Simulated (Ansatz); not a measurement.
An Ansatz input:

```yaml
crystal:
  lattice:
    - [2.7354015695, 0.0, 0.0]
    - [-1.3677007848, 2.3689272488, 0.0]
    - [0.0, 0.0, 9.0454183249]
  atoms:
    - { symbol: Ag, position: [0.3333333333, 0.6666666667, 0.25] }
    - { symbol: Ag, position: [0.6666666667, 0.3333333333, 0.75] }
    - { symbol: Ag, position: [0.0, 1.0, 1.0] }
    - { symbol: Ag, position: [0.0, 1.0, 0.5] }
hamiltonian:
  xc: pbesol
  pseudopotentials:
    kind: paw
    azcp:
      Ag: "pseudopotentials/Ag.paw.azcp"
basis:
  ecutwfc: 420
  fft_grid_basis: typed
kpoints:
  mp_grid: { grid: [17, 17, 5], shift: [0, 0, 0] }
magnetization:
  spin_polarized: false
scf:
  occupations: { method: fermi_dirac, width: 0.1 }
output:
  stress: true
  write_density: true
  write_potential: true
  elf: true
  volumetric_format: npy
```

Output

```
Warning: the record states the generating functional pbe (its physics header spells it `PBE`), which answers neither for hamiltonian.xc's functional nor for the pbesol family's — results may be inconsistent (PPs are generated against a specific XC)
Engine: ansatz 0.2.0, aarch64-unknown-linux-gnu
Pseudopotentials: kind: paw
Pseudopotential: Ag, paw, valence charge 19, recommended cutoff 420 eV (normal) 
Functional definition: PBEsol
  exchange = pbesol_x
  correlation = pbesol_c
Crystal: 4 atoms, lattice volume = 58.614 Å³
Basis set: ecut = 420 eV, 1165 PW (Γ)
Bands: 46, of which v1, the nominal top of the filled ones, is band 38 counted from 1 (37 counted from 0)
Symmetry: 24 space group operations
Space group: P63/mmc (ITA 194), of the structure as read, at distance tolerance 3.9e-5 Å
k-points: 99 of 1445
Non-local potential: Ag, projectors of the file, l = 0: 3, l = 1: 2, l = 2: 2, l = 3: 1
PAW form: soft (Blöchl's): semilocal exchange-correlation on the pseudo side does not see the compensation charge
PAW frozen core: Ag, regenerated for the run's functional, and the local potential with it (the file was generated under x = pbe(κ = 0.804, μ = 0.2195149727645171), c = pbe(β = 0.06672455060314922))
PAW one-centre angular grid: Ag, 590 points (default); XC on 64 Gauss nodes
Initial density: superposition of atomic densities (neutral atoms: chi_scale 0, normalization atom), corrected by the library's trained network
Initial wavefunctions: pseudopotential atomic-orbital guess
Functional: x = pbesol(κ = 0.804, μ = 0.12345679012345678), c = pbesol(β = 0.046)
SCF iter   1: F=—  HF=-30088.538549 eV  |F-HF|=—  |Δ(HF+E_count)|=         —  Δρ=1.12e-2  dr2=6.46e-2  ethr=1.77e-3  ⟨swp⟩=5.5  Hψ=14610  notcnv=0  defer=115
SCF iter   2: F=—  HF=-30088.521010 eV  |F-HF|=—  |Δ(HF+E_count)|=   1.75e-2  Δρ=3.26e-3  dr2=5.40e-3  ethr=8.51e-5  ⟨swp⟩=2.8  Hψ=8400  notcnv=0  defer=141
SCF iter   3: F=—  HF=-30088.519443 eV  |F-HF|=—  |Δ(HF+E_count)|=   1.57e-3  Δρ=1.15e-3  dr2=3.55e-4  ethr=7.11e-6  ⟨swp⟩=2.0  Hψ=5856  notcnv=0  defer=141
SCF iter   4: F=—  HF=-30088.519416 eV  |F-HF|=—  |Δ(HF+E_count)|=   2.71e-5  Δρ=1.45e-4  dr2=5.51e-6  ethr=4.67e-7  ⟨swp⟩=2.4  Hψ=7872  notcnv=0  defer=141
SCF iter   5: F=—  HF=-30088.519427 eV  |F-HF|=—  |Δ(HF+E_count)|=   1.11e-5  Δρ=3.43e-5  dr2=6.56e-7  ethr=7.25e-9  ⟨swp⟩=2.4  Hψ=8499  notcnv=0  defer=141
SCF iter   6: F=-30088.519427 eV  HF=-30088.519427 eV  |F-HF|=4.68e-8  |Δ(HF+E_count)|=   5.82e-8  Δρ=1.41e-5  dr2=9.42e-8  ethr=1.32e-10  ⟨swp⟩=11.9  Hψ=28313  notcnv=0
SCF 1 converged in 6 iterations: F = -30088.519427 eV  dr2 = 9.42e-8
SCF converged after 6 iterations
Free energy (F): -30088.519427 eV
Harris-Foulkes:  -30088.519427 eV  (|F-HF|=4.68e-8)
Internal energy: -30088.490496 eV  (E = F + TS)
E sigma→0 (E₀):  -30088.504961 eV
Entropy (-TS):   -0.028930 eV (-7.233 meV/atom)
Fermi energy:    21.029505 eV
--- Per-component energies (eV) ---
  E_band       = -699.992911
  E_kinetic    = 2119.891360
  E_local      = -7818.929365  (includes V_loc(G=0)·N_el)
  E_nonlocal   = 327.889969
  E_hartree    = 3629.407360
  E_xc         = -740.798547
  E_vxc        = -945.647217  (∫ρ·V_xc dr)
  E_paw        = -15336.676247  (= ΣΔE_a)
  E_vpaw       = -1642.036415  (= ΣTr[D̂ρ^β])
  E_aug_tail   = 0.001113  (compensation charges beyond the density's cutoff)
  E_ewald      = -12270.567097
  E_core_change = 1.290956  (= ΣΔE_core)
  E_smearing   = -0.028930  (= −TS)
  E_closure    = 0.000000  (closes the sum)
  Σ components = -30088.519427   (vs F -30088.519427, Δ=0.00e0)
--- Stress (GPa, compression-positive) ---
       22.352554       0.000000       0.000000
        0.000000      22.352554       0.000000
        0.000000       0.000000      21.108123
  P = ⅓ Tr σ = 21.9377 GPa (219.377 kbar)
--- Band table (eV; the first three rows and the last of 99) ---
  k-point 0: bands = ["-71.3858", "-71.3694", "-71.3681", "-71.3517", "-35.0196", "-34.8779", "-34.8771", "-34.7743", "-34.7743", "-34.7550", "-34.7550", "-34.7532", "-34.7532", "-34.7338", "-34.7338", "-34.7333", "11.8687", "13.4079", "13.4083", "13.4359", "15.4526", "15.5097", "15.5097", "15.5332", "15.5332", "15.6617", "15.6731", "15.7769", "15.7769", "15.8341", "15.8341", "16.6595", "16.6595", "17.0781", "17.0781", "17.3462", "17.3462", "17.8534", "17.8534", "19.8960", "25.2382", "32.8668", "32.9409", "36.6738", "36.7015", "37.7836"]
  k-point 1: bands = ["-71.3850", "-71.3741", "-71.3634", "-71.3525", "-35.0127", "-34.9217", "-34.8332", "-34.7734", "-34.7734", "-34.7604", "-34.7604", "-34.7478", "-34.7478", "-34.7404", "-34.7348", "-34.7348", "11.9562", "13.0494", "13.4544", "13.5581", "15.3712", "15.4305", "15.5272", "15.5272", "15.5533", "15.5533", "15.7495", "15.7495", "15.8039", "15.8039", "16.3344", "16.6985", "16.6985", "17.0192", "17.0192", "17.4228", "17.4228", "17.8164", "17.8164", "19.4239", "25.8430", "30.9613", "34.6976", "36.7647", "36.7652", "37.5057"]
  k-point 2: bands = ["-71.3826", "-71.3788", "-71.3587", "-71.3549", "-34.9926", "-34.9613", "-34.7930", "-34.7705", "-34.7705", "-34.7660", "-34.7660", "-34.7610", "-34.7421", "-34.7421", "-34.7376", "-34.7376", "12.2103", "12.6002", "13.5026", "13.5560", "15.3265", "15.3754", "15.5722", "15.5722", "15.5943", "15.5943", "15.7015", "15.7015", "15.7350", "15.7350", "16.7941", "16.7941", "16.9099", "16.9099", "17.2991", "17.5695", "17.5695", "17.7137", "17.7137", "18.4042", "27.2618", "29.0374", "36.0642", "36.8915", "36.9253", "36.9319"]
  k-point 98: bands = ["-71.3413", "-71.3412", "-71.3392", "-71.3390", "-34.9695", "-34.9689", "-34.9560", "-34.9466", "-34.9234", "-34.9186", "-34.9021", "-34.8932", "-34.8251", "-34.8151", "-34.8085", "-34.8042", "14.1817", "14.1940", "14.5390", "14.5893", "14.7722", "14.8223", "14.9987", "15.0862", "15.5445", "15.5922", "15.6440", "15.7127", "16.4228", "16.4668", "16.9104", "16.9578", "17.6240", "17.7104", "17.8389", "17.8629", "24.1950", "24.2892", "24.8340", "24.8579", "26.0257", "26.4058", "28.1249", "28.2094", "29.3249", "29.6473"]
```
